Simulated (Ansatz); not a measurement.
WS2:
```yaml
crystal:
  lattice:
    - [3.17204, 0.00000, 0.00000]
    - [-1.58602, 2.74707, 0.00000]
    - [0.00000, 0.00000, 12.55222]
  atoms:
    - { symbol: W, position: [0.33333, 0.66667, 0.25000] }
    - { symbol: W, position: [0.66667, 0.33333, 0.75000] }
    - { symbol: S, position: [0.33333, 0.66667, 0.62566] }
    - { symbol: S, position: [0.66667, 0.33333, 0.37434] }
    - { symbol: S, position: [0.66667, 0.33333, 0.12566] }
    - { symbol: S, position: [0.33333, 0.66667, 0.87434] }
```

Relaxed with r²SCAN+D4.

Q: Give the optical modes at the zone centre with their infrared and Raman activity from DFPT, the program Ansatz at the r²SCAN+D4 level (PAW).

A: Transverse frequencies, without the LO–TO term; a row sums one degenerate level.

| ω (cm⁻¹) | degeneracy | IR ((D/Å)²/amu) | Raman (Å⁴/amu) | activity | symmetry |
|---|---|---|---|---|---|
| 23 | 2 | 0.00 | 0.62 | Raman | E2g |
| 41 | 1 | 0.00 | 0 | silent | B1g |
| 296 | 2 | 0.00 | 0 | silent | E2u |
| 298 | 2 | 0.00 | 1.9 | Raman | E1g |
| 356 | 2 | 0.33 | 0 | IR | E1u |
| 356 | 2 | 0.00 | 970 | Raman | E2g |
| 421 | 1 | 0.00 | 0 | silent | B2u |
| 427 | 1 | 0.00 | 790 | Raman | A1g |
| 438 | 1 | 0.10 | 0 | IR | A2u |
| 443 | 1 | 0.00 | 0 | silent | B1g |

Space group P6_3/mmc. The cell was relaxed with r²SCAN+D4 under the symmetry of its start; phonons on a q-mesh show no instability. No spin polarisation was allowed. Spin–orbit coupling is left out wherever it is not named.

Potentials: the earlier of the program's two PAW sets.
